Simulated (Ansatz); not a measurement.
TiB2 (AlB2 type, space group P6/mmm)

```
TiB2
1.0
    3.02469     0.00000     0.00000
   -1.51235     2.61946     0.00000
    0.00000     0.00000     3.22263
Ti B
1 2
Cartesian
  0.00000   0.00000   0.00000
  0.00000   1.74631   1.61131
  1.51235   0.87315   1.61131
```

The slice is a (1 -1 0 0) plane (indices of the conventional cell) through the point (0.667, 0.333, 0.500) (fractional), spanned by u = [110] and v = [001] in vectors of this cell: u (3.02 Å) and v (3.22 Å, at 90° to u). It covers one period; positions are fractions (u, v).

These are r2SCAN (plane waves to 500 eV, PAW, scalar-relativistic; Ansatz, a quantum-chemistry and plane-wave program) values and carry that method's errors. k mesh 18×18×14. These are valence fields of a PAW run, semicore shells included where kept as valence: close to a nucleus they are smooth pseudo fields. TiB2 is run without spin polarisation. TiB2 was relaxed with its symmetry unable to fall.

Three fields on this plane, each scaled to ten steps between its own extremes (0 low, 9 high; the total valence density on a logarithmic scale, the potential cut 8 eV below its top; x marks points blanked near nuclei; v = 0 in the bottom row):

Map A
```
|xxxxx0344334430xxxx|
|xxxx024444444420xxx|
|xxxx045544445540xxx|
|xx0035654444565300x|
|1134565433334565431|
|6666654310013456666|
|8887653000000356788|
|9987641000000146789|
|9987530000000035789|
|9987530000000035789|
|9987530000000035789|
|9987641000000146789|
|8887653000000356788|
|6666654310013456666|
|1134565433334565431|
|xx0035654444565300x|
|xxxx045544445540xxx|
|xxxx024444444420xxx|
|xxxxx0344334430xxxx|
|xxxxx0343333430xxxx|
```

Map B
```
|xxxxx9997777999xxxx|
|xxxx999876678999xxx|
|xxxx998765567899xxx|
|xx8888754444578888x|
|8888764321123467888|
|8877532100001235778|
|7765310000000013567|
|6543100001100001345|
|4432000012210000234|
|4431000012210000134|
|4432000012210000234|
|6543100001100001345|
|7765310000000013567|
|8877532100001235778|
|8888764321123467888|
|xx8888754444578888x|
|xxxx998765567899xxx|
|xxxx999876678999xxx|
|xxxxx9997777999xxxx|
|xxxxx9998778999xxxx|
```

Map C
```
|xxxxx9877667789xxxx|
|xxxx987766667789xxx|
|xxxx876655556678xxx|
|xx8776554444556778x|
|7766544444444445667|
|4444333344443333444|
|2222223455554322222|
|1111113467764311111|
|0000013579975310000|
|0000013689986310000|
|0000013579975310000|
|1111113467764311111|
|2222223455554322222|
|4444333344443333444|
|7766544444444445667|
|xx8776554444556778x|
|xxxx876655556678xxx|
|xxxx987766667789xxx|
|xxxxx9877667789xxxx|
|xxxxx9877667789xxxx|
```

Task: Assign the maps to these fields: electron localisation function (ELF); valence electron density; electrostatic potential energy of an electron, from the cell's mean.

Result: A is the electrostatic potential energy of an electron, from the cell's mean; B is the electron localisation function (ELF); C is the valence electron density.
